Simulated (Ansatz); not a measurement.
Structure relaxation, HfN

The start is a generated cell, HfN placed in the rocksalt structure type. The structure is fully relaxed (lattice and positions, P = 0) with PBE (plane waves to 420 eV, PAW, scalar-relativistic; Ansatz, a program for electronic structure). The first steps use a coarse 9×9×9 k-mesh.

Starting cell:
```yaml
crystal:
  lattice:
    - [0.00000, 2.23701, 2.23701]
    - [2.23701, 0.00000, 2.23701]
    - [2.23701, 2.23701, 0.00000]
  atoms:
    - { symbol: N, position: [0.00000, 0.00000, 0.00000] }
    - { symbol: Hf, position: [0.50000, 0.50000, 0.50000] }
```

**Question.** What pressure does the first self-consistent step give?

**Answer.** +14 GPa (positive: the cell is compressed).

**Question.** By how much does the energy per atom fall from start to end?

**Answer.** 0.02 eV/atom.

**Question.** How does the volume change?

**Answer.** +5.0 %, from 11.19 to 11.76 Å³/atom.

**Question.** How do the shortest distances between atoms change?

**Answer.** The closest pairs of elements (up to four, under 3.6 Å), start → end: Hf–N 2.24 → 2.27 Å; N–N 3.16 → 3.22 Å; Hf–Hf 3.16 → 3.22 Å.

**Question.** Write out the relaxed structure.

**Answer.** 
```cif
data_Hf4N4
_chemical_formula_sum 'N4 Hf4'
_space_group_name_H-M_alt 'Fm-3m'
_space_group_IT_number 225
_space_group_name_Hall '-F 4 2 3'
_cell_length_a 4.54789
_cell_length_b 4.54789
_cell_length_c 4.54789
_cell_angle_alpha 90.000
_cell_angle_beta 90.000
_cell_angle_gamma 90.000
loop_
_atom_site_label
_atom_site_type_symbol
_atom_site_symmetry_multiplicity
_atom_site_Wyckoff_symbol
_atom_site_fract_x
_atom_site_fract_y
_atom_site_fract_z
_atom_site_occupancy
N1 N 4 a 0.00000 0.00000 0.00000 1
Hf1 Hf 4 b 0.50000 0.50000 0.50000 1
```
(The calculation used a cell of 2 atoms; values per cell refer to that cell.)

The space group stays Fm-3m (No. 225) (the run could not lower it); the end is rock salt type, with 2 atoms in the primitive cell. Final values are on a 18×18×18 k-mesh of the relaxed cell. No spin polarisation in the result. The relaxed primitive cell holds an odd number of electrons. A magnetic state may lie lower.

The run could not lose the symmetry of its start; a randomly shaken copy of 2 atoms returns to this structure.

All atoms sit on sites fixed by symmetry, so only the cell could relax.
